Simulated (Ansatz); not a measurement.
SnGe in space group C2/m (No. 12; Sn on 2b, Ge on 2c), PBE in the plane-wave PAW code Ansatz, all energies at zero smearing, with the estimated change up to a 700 eV cutoff added, with one set of potentials and settings (totals compare only within such a set). Cell of 2 atoms (1 Sn, 1 Ge): -10318.859 eV.

```tsv
element	reference phase	E (eV/atom)
Sn	Fd-3m, 2 atoms in the cell	-6024.2128
Ge	Fd-3m, 2 atoms in the cell	-4294.9847
```

Formation energy per atom, worked out: (-10318.859 − 1×(-6024.2128) − 1×(-4294.9847))/2 = 0.169 eV/atom (16 kJ per mol of atoms), at 0 K, without zero-point energy or fitted corrections.

A made-up cell: these elements were put on the sites of a structure type; neither database checked (COD, Materials Project) lists it. Its standing as an ambient phase is unchecked. The cell was relaxed with PBE under the symmetry of its start; whether a distortion lowers the energy is not shown. The references are the lowest solids computed at this level, not always the standard phases. Scalar-relativistic: spin–orbit coupling is off unless named, which matters more the heavier the elements.

Potentials: the later of the program's two PAW sets.
